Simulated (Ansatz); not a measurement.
Cu2O (cuprite type, space group Pn-3m)

Space group Pn-3m, origin choice 1 (No. 224); a = 4.2224 Å, b = 4.2224 Å, c = 4.2224 Å, α = 90.00°, β = 90.00°, γ = 90.00°

```tsv
atom	site	symmetry	x	y	z
Cu	4c	.-3m	0.7500	0.7500	0.7500
O	2a	-43m	0.0000	0.0000	0.0000
```

Two coordinates are scanned: the volume, and the ratio of the stretch along z (the conventional c axis) to the stretch across it. Atoms keep their fractional coordinates.

Method: PBEsol (plane waves to 420 eV, PAW, scalar-relativistic; Ansatz, a program for electronic structure). k mesh 8×8×8 (Γ-centred), Fermi-Dirac smearing 0.05 eV. E stands for the smeared free energy. Cu2O is run without spin polarisation. Cu2O was relaxed with its symmetry unable to fall. ΔE is measured from the relaxed starting cell.

Task: Estimate the ΔE (eV/atom) for all points of the grid V/V₀ = 0.920, 0.947, 0.973, 1.000, 1.027, 1.053, 1.080 by (c/a)/(c/a)₀ = 0.960, 0.973, 0.987, 1.000, 1.013, 1.027, 1.040.

Result: ΔE (eV/atom), with V/V₀ across and (c/a)/(c/a)₀ down:

```csv
(c/a)/(c/a)₀ \ V/V₀,0.920,0.947,0.973,1.000,1.027,1.053,1.080
0.960,0.0386,0.0166,0.0044,0.0008,0.0044,0.0143,0.0295
0.973,0.0385,0.0164,0.0041,0.0003,0.0039,0.0137,0.0288
0.987,0.0385,0.0162,0.0039,0.0001,0.0036,0.0134,0.0285
1.000,0.0385,0.0162,0.0039,0.0000,0.0035,0.0132,0.0283
1.013,0.0385,0.0162,0.0039,0.0001,0.0036,0.0133,0.0284
1.027,0.0385,0.0164,0.0041,0.0004,0.0039,0.0137,0.0288
1.040,0.0386,0.0166,0.0044,0.0007,0.0043,0.0142,0.0294
```

(A scan under strain: stresses follow from slopes of the energy per volume, elastic moduli from its curvatures.)
